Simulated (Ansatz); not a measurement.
## In3B2As: relaxation step by step

A trial structure of In3B2As was built thus: random cell by space group and Wyckoff sites (R-3m, No. 166). Lengths were set from tabulated atomic sizes, so they are only a guess.

```
CELL_PARAMETERS angstrom
3.24117 1.87129 3.72712
-3.24117 1.87129 3.72712
0.00000 -3.74258 3.72712
ATOMIC_POSITIONS crystal
In 0.50000 0.50000 0.00000
In 0.00000 0.50000 0.50000
In 0.50000 0.00000 0.50000
B 0.33730 0.33730 0.33730
B 0.66270 0.66270 0.66270
As 0.50000 0.50000 0.50000
```

Level of theory: DFT PBE, scalar-relativistic, plane waves, PAW in Ansatz 0.2.0. Cutoff 420 eV, Gaussian smearing, Γ-centred meshes. Cell and atoms relax first on a coarse mesh and then on a finer one. In between, the cell is made exact in the group found at 0.06 Å. In metals the finer mesh still leaves noise of several meV/atom or more. The steps can't lower the symmetry of their start. No spin polarisation.

Steps on the 3×3×3 mesh (6 atoms, 10 steps). The free energy counts from the last step; the plane-wave basis is renewed at times, which shifts energy and pressure.

```csv
step,ΔF (meV/atom),V (Å³/atom),P (GPa),largest force component (eV/Å)
1,1370.9,22.61,45.31,3.507
2,681.8,25.61,25.54,2.592
3,249.0,28.91,12.04,1.442
4,53.5,32.60,2.70,0.502
5,25.9,34.04,-0.37,0.030
6,25.0,33.85,-0.23,0.014
7,3.5,33.85,0.75,0.006
8,1.3,34.60,0.28,0.012
9,0.5,35.37,0.01,0.001
10,0.0,35.37,0.01,0.001
```

The relaxed structure, after a last relaxation on the converged mesh:

```yaml
crystal:
  lattice:
    - [3.80309, 2.19571, 4.44482]
    - [-3.80309, 2.19571, 4.44482]
    - [0.00000, -4.39143, 4.44482]
  atoms:
    - { symbol: In, position: [0.50000, 0.50000, 0.00000] }
    - { symbol: In, position: [0.00000, 0.50000, 0.50000] }
    - { symbol: In, position: [0.50000, 0.00000, 0.50000] }
    - { symbol: B, position: [0.32911, 0.32911, 0.32911] }
    - { symbol: B, position: [0.67089, 0.67089, 0.67089] }
    - { symbol: As, position: [0.50000, 0.50000, 0.50000] }
```

The symmetry stays R-3m (No. 166). The volume per atom grows by 64.2 %, from 22.6 to 37.1 Å³. The shortest distance goes from 1.82 Å (B–As) to 2.20 Å (In–B). The energy falls by about 1.3 eV/atom (the start's value is from the coarse mesh). Around In lie 2 B at 2.20 Å and 2 As at 3.12 Å; B has 3 In at 2.20 Å and 1 As at 2.28 Å; As is surrounded by 2 B at 2.28 Å.

- Volume per atom: 37.12 Å³
- Density: 3.29 g/cm³
- Formation energy: +0.96 eV/atom
- Gap on the 6×6×6 mesh of the 6-atom cell: 0 eV (a metal)

The zero of energy is the elements' standard structures at the same level; no fitted shifts are applied.

The last run used Gaussian smearing of 0.10 eV. The reference form of As is held partly by dispersion forces, which this level lacks. Symmetry constrained the relaxation, so the result can be a saddle point. In all, the 4 runs took 2.7 min on 1 thread of Intel(R) Xeon(R) Platinum 8488C (Sapphire Rapids) (shared host). Another cell of In3B2As relaxed alike, in P-3m1, lies 198 meV/atom lower, so this cell isn't the stable form at this level.
